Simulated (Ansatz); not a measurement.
One crystal and one scan (frozen-phonon scan) at two levels, PBE (plane waves to 420 eV, PAW, scalar-relativistic; Ansatz, a quantum-chemistry and plane-wave program) and r2SCAN (plane waves to 500 eV, PAW, scalar-relativistic; Ansatz), each from its own relaxed cell and on its own mesh.

The crystal is Be (hcp, Mg type); a phonon pattern at M = (0.5, 0.0, 0.0) is frozen into a 4-atom cell, Q being the largest atomic displacement.

Be was relaxed with its symmetry unable to fall. With partly filled bands, energies and forces of such displacements shift with the k mesh and the smearing.

```json
[
 {"quantity": "Lattice constant c (Å)", "run 1": "3.561", "run 2": "3.564"},
 {"quantity": "Harmonic wavenumber from the curvature (finite differences) (cm⁻¹ (negative: imaginary))", "run 1": "404", "run 2": "413"}
]
```

**Question.** Which run is which level?

**Answer.** Run 1 is PBE, run 2 is r2SCAN. PBE gives the lower value for: harmonic wavenumber from the curvature. They agree on: lattice constant c (within 0.2 %). Both give the same shape of the curve: a single well with its minimum at or next to zero displacement. Neither level is exact: the differences show how much the result hangs on the functional.

(A displaced cell: forces are minus the slopes of the energy, force constants its curvatures, and phonons follow from these.)
